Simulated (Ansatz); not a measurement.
## Stationary points along a deformation path in Sr

Computed with DFT LDA, scalar-relativistic, plane waves, PAW in Ansatz. The runs took a 420 eV cutoff, a Γ-centred 6×6×8 mesh and Gaussian smearing (0.05 eV). No spin polarisation. Energies are free energies at this smearing, counted from the undisturbed cell; pressure is positive in compression.

Reference structure (as given, not relaxed at this level; it stands at 0.0 GPa; this form isn't the usual structure):

```xyz
1
Lattice="10.9876 0.0000 0.0000 -5.4938 9.5156 0.0000 0.0000 0.0000 4.4211" Properties=species:S:1:pos:R:3 pbc="T T T"
Sr    0.0000    0.0000    0.0000
```

At fixed volume and fractional coordinates, lengths along (0.000, 0.000, 1.000) are scaled against those across it; ρ is that ratio over its starting value. V = 462.243 Å³/atom. Δσ is the stress along the axis less the mean stress across it (compression positive).

| ρ | ΔE (meV/atom) | Δσ (GPa) | space group |
| --- | --- | --- | --- |
| 0.800 | 105.6 | 0.41 | P6/mmm |
| 0.850 | 74.3 | 0.19 | P6/mmm |
| 0.920 | 21.6 | 0.28 | P6/mmm |
| 0.960 | 5.2 | 0.13 | P6/mmm |
| 1.000 | 0.0 | 0.01 | P6/mmm |
| 1.050 | 4.5 | -0.10 | P6/mmm |
| 1.100 | 17.0 | -0.18 | P6/mmm |
| 1.200 | 53.9 | -0.25 | P6/mmm |
| 1.300 | 94.7 | -0.27 | P6/mmm |

Problem. How does the stress give the slope of the energy, and where is the energy stationary?

Solution. Along the path d ln(length) is 2/3 d ln ρ on the axis and −1/3 d ln ρ across it, so dE/d ln ρ = −(2/3) V Δσ: the energy falls with ρ where Δσ is positive. Δσ vanishes or changes sign at ρ = 1.000 (P6/mmm), a minimum at 0.0 meV/atom. Pairs of stationary points between two samples would go unseen, and could change a minimum read from distant neighbours into a maximum.

Problem. Integrate that slope from ρ = 1 to 0.850 by the trapezoid rule.

Solution. With V/N in Å³ and 1 eV/Å³ = 160.2 GPa the slopes at ρ = 1.000, 0.960, 0.920, 0.850 are -19, -245, -532, -365 meV/atom per unit of ln ρ. The steps add 5.4 + 16.5 + 35.5 = 57.4 meV/atom, against 74.3 from the energies; the trapezoid rule misses the curvature of the slope within each step.

The gap closes along the scan, which can put kinks into the curve.